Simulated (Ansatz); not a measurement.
**What DFT gives for Te4H3**

```
H Te
1.0
     4.87632    2.81534    3.72834
    -4.87632    2.81534    3.72834
     0.00000   -5.63069    3.72834
H Te
6 8
Direct
  0.95521 0.25991 0.08152
  0.08152 0.95521 0.25991
  0.25991 0.08152 0.95521
  0.04479 0.74009 0.91848
  0.91848 0.04479 0.74009
  0.74009 0.91848 0.04479
  0.29112 0.29112 0.29112
  0.70888 0.70888 0.70888
  0.87742 0.61856 0.24499
  0.24499 0.87742 0.61856
  0.61856 0.24499 0.87742
  0.12258 0.38144 0.75501
  0.75501 0.12258 0.38144
  0.38144 0.75501 0.12258
```

Method: r2SCAN, no spin polarisation; PAW, plane waves to 500 eV, 5×5×5 Γ-centred mesh, cold occupations (width 0.1296 eV) (Ansatz 0.2.0), atoms fixed.

Stress: The pressure is -7.7 GPa (compression positive), so with the atoms held at these fractions the cell would first shrink.
Forces: The largest is on Te12 (and as large on other atoms): 0.52 eV/Å, components (0.41, 0.04, -0.31). It makes 51° with the line to a nearest neighbour, H5 at 2.60 Å.
Contacts: H–H at 2.59 Å: least valence density 0.06 e/Å³ and ELF 0.07 there. H–Te at 2.60 Å: least valence density 0.18 e/Å³ and ELF 0.41 there. These are pseudo-fields; inside the PAW spheres they differ from the all-electron ones.
At the Fermi level: It is a metal, with about 8.1 states/eV a cell as the mean within 0.25 eV of the Fermi level, mostly Te p (86 %).
Formation energy: 1.04 eV an atom against the elements' usual phases (free molecules for gases, crystals otherwise, with no correction for O₂ or N₂), so at this geometry it isn't bound against them. Relaxing would lower it.

Origin: a known structure type with other elements, at an estimated volume, so it need not be a known compound.
